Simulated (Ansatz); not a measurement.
ZrS: zone-centre modes under pressure

ZrS, Fm-3m, a = 5.136 Å. The structure is a COD entry; whether it is the stable form wasn't checked. Ansatz: LDA, PAW, 420 eV, Γ-centred 14×14×14 mesh on 2 atoms, Fermi-Dirac smearing 0.15 eV; no spin polarisation. Cell and atoms are relaxed at each pressure with the symmetry kept; optical modes at Γ by linear response, in cm⁻¹, the highest.

```
P (GPa) V (Å³/atom)     ω1
      0       16.940  270.6
      8       16.169  305.0
     25       14.978      ?
```

Get the mode's Grüneisen parameter γ = −d ln ω/d ln V from the other rows and predict the missing frequency.

ln(V/V0) = 0.0000, -0.0466, -0.1231; a line through ln(ω/ω0) of the 2 known rows gives ω1: γ = 2.568, predicted 371.2, computed 361.9. The miss is 2.6 %: γ isn't constant over this range. In a metal these frequencies hang on the mesh and smearing.